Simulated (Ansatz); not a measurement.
BaSrYWO6, one structure, two calculations

Cell: a Materials Project structure (computed, not necessarily an observed phase), taken as it stands.

Space group P-1 (No. 2); a = 5.9651, b = 5.9907, c = 8.4146 Å, α = 89.42°, β = 89.89°, γ = 89.66°.

```csv
site,Wyckoff,site symmetry,x,y,z
Ba,2i,1,0.9803,0.0053,0.7514
Sr,2i,1,0.4784,0.4968,0.7484
Y5,1c,-1,0.0000,0.5000,0.0000
Y6,1f,-1,0.5000,0.0000,0.5000
W7,1d,-1,0.5000,0.0000,0.0000
W8,1g,-1,0.0000,0.5000,0.5000
O9,2i,1,0.7617,0.7861,0.0331
O10,2i,1,0.2717,0.7052,0.4681
O13,2i,1,0.2975,0.7330,0.0289
O14,2i,1,0.7896,0.7588,0.4753
O17,2i,1,0.0084,0.5546,0.7345
O18,2i,1,0.5001,0.9356,0.7661
```

One atom of each set is listed.

First run. Method: Kohn–Sham DFT in Ansatz, PBE, plane waves and PAW, scalar-relativistic, collinear spin, 420 eV cutoff, Γ-centred 4×4×3 k-points, Fermi–Dirac smearing 0.02 eV. Start moments as typed (μB): 1 on each W, none on the rest.

| site | V_zz (10²¹ V/m²) | η | m (μB) |
| --- | --- | --- | --- |
| Ba | -6.15 | 0.44 | 0.00 |
| Sr | 3.38 | 0.76 | 0.00 |
| Y5 | -2.34 | 0.82 | 0.02 |
| Y6 | -2.22 | 0.27 | 0.02 |
| W7 | -4.35 | 0.61 | 0.31 |
| W8 | 8.63 | 0.37 | 0.30 |
| O9 | 1.55 | 0.89 | 0.00 |
| O10 | 1.87 | 0.41 | 0.00 |
| O13 | 1.42 | 0.16 | 0.00 |
| O14 | -1.06 | 0.67 | 0.00 |
| O17 | -1.20 | 0.71 | 0.01 |
| O18 | 1.31 | 0.20 | 0.01 |

Second run. The same atoms and settings, except that the mesh is 6×6×4 and the Fermi–Dirac smearing is 0.05 eV.

(1) Given the first result, estimate the second.

Results:

(1) 

```json
{"site": "Ba", "V_zz": "-6.19", "η": "0.43", "change of V_zz": "-0.04", "m (μB)": "0.01"}
{"site": "Sr", "V_zz": "3.37", "η": "0.76", "change of V_zz": "-0.01", "m (μB)": "0.01"}
{"site": "Y5", "V_zz": "-2.34", "η": "0.82", "change of V_zz": "0.00", "m (μB)": "0.02"}
{"site": "Y6", "V_zz": "-2.22", "η": "0.31", "change of V_zz": "0.00", "m (μB)": "0.02"}
{"site": "W7", "V_zz": "-4.14", "η": "0.40", "change of V_zz": "+0.21", "m (μB)": "0.35"}
{"site": "W8", "V_zz": "8.83", "η": "0.38", "change of V_zz": "+0.20", "m (μB)": "0.33"}
{"site": "O9", "V_zz": "1.58", "η": "0.77", "change of V_zz": "+0.03", "m (μB)": "0.01"}
{"site": "O10", "V_zz": "1.91", "η": "0.40", "change of V_zz": "+0.04", "m (μB)": "0.00"}
{"site": "O13", "V_zz": "1.45", "η": "0.25", "change of V_zz": "+0.03", "m (μB)": "0.00"}
{"site": "O14", "V_zz": "-1.05", "η": "0.74", "change of V_zz": "+0.01", "m (μB)": "0.00"}
{"site": "O17", "V_zz": "-1.15", "η": "0.78", "change of V_zz": "+0.05", "m (μB)": "0.00"}
{"site": "O18", "V_zz": "1.30", "η": "0.17", "change of V_zz": "-0.01", "m (μB)": "0.00"}
```

The largest change of V_zz is on W7, from -4.35 to -4.14. In per cent, |V_zz| changes by +1 on Ba, 0 on Sr, 0 on Y, -5 to +2 on W (all sites that start above 2). Where |V_zz| stays above 0.1, η moves most on W7, from 0.61 to 0.40. The absolute magnetisation of the cell goes from 1.6 to 1.8 μB.

At this cell the principal stresses reach 5 GPa in size with PBE, which can matter for small gradients. The largest force is 0.9 eV/Å, so the atoms aren't at the calculated equilibrium and relaxing them would move these values. Without spin–orbit coupling the gradients at and beside W can be off by some per cent, at some sites by more. The run lost most of its start moments on W; a state with other moments may lie lower. The magnetic order is the one that the run reached from its start moments, not necessarily the measured one (the real compound may not order at all).
